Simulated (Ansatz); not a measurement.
## Notes on a calculation: As (A7)

**The experiment.** The Crystallography Open Database holds a measured cell of trigonal As (space group R-3m) at 4.2 K (1969, doi:10.1107/S0021889869006443): a, c = 3.760, 10.441 Å, 21.30 Å³/atom.

Method: LDA, scalar-relativistic; no spin polarisation; PAW, 420 eV, 14×14×14 k-mesh, Gaussian smearing of 0.05 eV; code Ansatz. The datasets are Ansatz's generated set soft_2.

The start, 0 % over the database's volume:

```
As
1.0
     1.87975    1.08527    3.48577
    -1.87975    1.08527    3.48577
     0.00000   -2.17055    3.48577
As
2
Direct
  0.22754 0.22754 0.22754
  0.77246 0.77246 0.77246
```

The runs in order:

| run | level | k-mesh | kind | V (Å³/atom) | P (GPa) | E − E(final) (meV/atom) | gap on the mesh (eV) |
| --- | --- | --- | --- | --- | --- | --- | --- |
| 1 | LDA | 14×14×14 | cell and atoms relaxed | 20.37 | 0.0 | 0.0 | metal |

The cell is relaxed to zero pressure at this level.

The final structure (symmetry read at 0.01 Å). Symmetry: R-3m, No. 166, trigonal system. Conventional cell: a = 3.759 Å, b = 3.759 Å, c = 9.984 Å, α = 90.00°, β = 90.00°, γ = 120.00°. Around As (site symmetry 3m) lie 3 As at 2.52 Å. (Shells end 15 % past the nearest neighbour.)

```json
{"atom": "As", "site": "6c", "symmetry": "3m", "x": "0.3333", "y": "0.6667", "z": "0.8973"}
```

At the final geometry the gap, band path included, is zero (metallic). The runs in the table took roughly 0.8 core-minutes.

**Comparison.** The computed cell (3.759, 9.984 Å, 20.37 Å³/atom) differs from the database's by −4.4 % in volume, about −1.5 % in length. The axes miss by −0.0 %, −4.4 %. LDA overbinds and usually gives cells that are too small.

The structure is built of weakly bound bilayers, and this functional has no dispersion term, so their spacing and all that hangs on it (volume, the soft elastic constants, low modes, dielectric constants) are poorly given.
